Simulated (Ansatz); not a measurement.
Q: AgI (rock salt, Fm-3m) is relaxed with plane-wave PAW PBE+D3(BJ) (Ansatz code). What lattice parameters of the conventional cell result?

A: a = 6.031 Å.

These are the values of the symmetrised cell.

Q: Is it a metal or does it have a gap at this level?

A: A gap of 0.55 eV, indirect.

This is a known high-pressure phase of the composition, computed here at zero pressure and temperature. The PBE+D3(BJ) relaxation kept the symmetry of its start; its stability against distortions is not shown here. The run is not spin-polarised. The volume moved by -37 % from the start of the relaxation. Spin–orbit coupling is left out wherever it is not named.

Potentials: the later of the program's two PAW sets.
